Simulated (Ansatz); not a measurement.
Relaxed-ion elastic tensor of LaC (rock salt, space group No. 225) in GPa (Voigt order), the program Ansatz at the r²SCAN level (PAW); density 6.23 g/cm³, 20.12 Å³ per atom.

```json
[
 {"": "1", "1": "17.3", "2": "121", "3": "121", "4": "0.0", "5": "0.0", "6": "0.0"},
 {"": "2", "1": "121", "2": "17.3", "3": "121", "4": "0.0", "5": "0.0", "6": "0.0"},
 {"": "3", "1": "121", "2": "121", "3": "17.3", "4": "0.0", "5": "0.0", "6": "0.0"},
 {"": "4", "1": "0.0", "2": "0.0", "3": "0.0", "4": "46.4", "5": "0.0", "6": "0.0"},
 {"": "5", "1": "0.0", "2": "0.0", "3": "0.0", "4": "0.0", "5": "46.4", "6": "0.0"},
 {"": "6", "1": "0.0", "2": "0.0", "3": "0.0", "4": "0.0", "5": "0.0", "6": "46.4"}
]
```

Q: Is the crystal mechanically stable?

A: No: the smallest eigenvalue of C is -103 GPa.

Space group Fm-3m (rock salt). The start of the workflow was typed in or built on a structure type; neither database checked (COD, Materials Project) lists it. Whether it is the stable phase at ambient conditions was not checked. Symmetry was held in the r²SCAN relaxation. At this level the phase is mechanically unstable. Its formation energy is positive at this level, so the cell may be metastable or incomplete. As this level gives no gap, shear constants depend on the k-mesh and smearing (Fermi–Dirac, 0.1 eV here). Spin–orbit coupling is left out wherever it is not named.

Potentials: the earlier of the program's two PAW sets.
